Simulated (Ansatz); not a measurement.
Computed with DFT PBE, scalar-relativistic, plane waves, PAW in Ansatz 0.2.0. All cells share a 420 eV cutoff and Γ-centred k meshes spaced at most about 0.3 Å⁻¹ (about 0.25 or finer for metals, 2π included). No spin polarisation in the final relaxations.

All energies are static (0 K, no zero-point motion).

Compare these two cells of NbPdSe3, each relaxed at this level.

A.

Space group P4mm (No. 99). a = 4.765 Å, b = 4.765 Å, c = 6.835 Å, α = 90.00°, β = 90.00°, γ = 90.00°
```
atom  site  symmetry       x       y       z
  Nb    1a       4mm  0.0000  0.0000  0.7138
  Pd    1b       4mm  0.5000  0.5000  0.6889
  Se    2c      2mm.  0.0000  0.5000  0.5555
  Se    1a       4mm  0.0000  0.0000  0.0479
```

B.

Space group P-6m2 (No. 187). a = 3.876 Å, b = 3.876 Å, c = 10.838 Å, α = 90.00°, β = 90.00°, γ = 120.00°
```tsv
atom	site	symmetry	x	y	z
Nb	1a	-6m2	0.0000	0.0000	0.0000
Pd	1b	-6m2	0.0000	0.0000	0.5000
Se	2h	3m.	0.3333	0.6667	0.1443
Se	1f	-6m2	0.6667	0.3333	0.5000
```

Question: Which would you expect to be lower, and how large is the difference?

Answer: A is lower, by 210 meV/atom. A has space group P4mm (No. 99), 31.0 Å³/atom and no gap on its mesh; B has space group P-6m2 (No. 187), 28.2 Å³/atom and no gap. Counting Se atoms around Nb and Pd (those within 1.25 times the shortest such distance or 1.15 times the sum of covalent radii, 1.27 where that leaves under three; a plus sign parts nearer from farther groups), A has Nb 1+4, Pd 4 and B has Nb 6, Pd 3. In A, around Nb lie 1 Se at 2.28 Å and 4 Se at 2.62 Å; around Pd lie 4 Se at 2.55 Å; around Se on a site of symmetry 2mm lie 2 Pd at 2.55 Å and 2 Nb at 2.62 Å; 1 more site not described. In B, around Nb lie 6 Se at 2.73 Å; Pd is surrounded by 3 Se at 2.24 Å; around Se on a site of symmetry 3m lie 3 Nb at 2.73 Å and 1 Se at 3.13 Å; 1 more site not described. Both come from invented guesses.

No dispersion correction is applied, so the spacing and binding between layers, chains or molecules are poorly described (P4mm, P-6m2), and this can change margins and order among such cells. In P4mm, P-6m2 an odd number of electrons in the primitive cell allows no gap without spin; a larger cell or a magnetic state could open one. A magnetic state wasn't ruled out in cells without spin, among them P4mm. Cells relaxed within their symmetry can be saddle points.
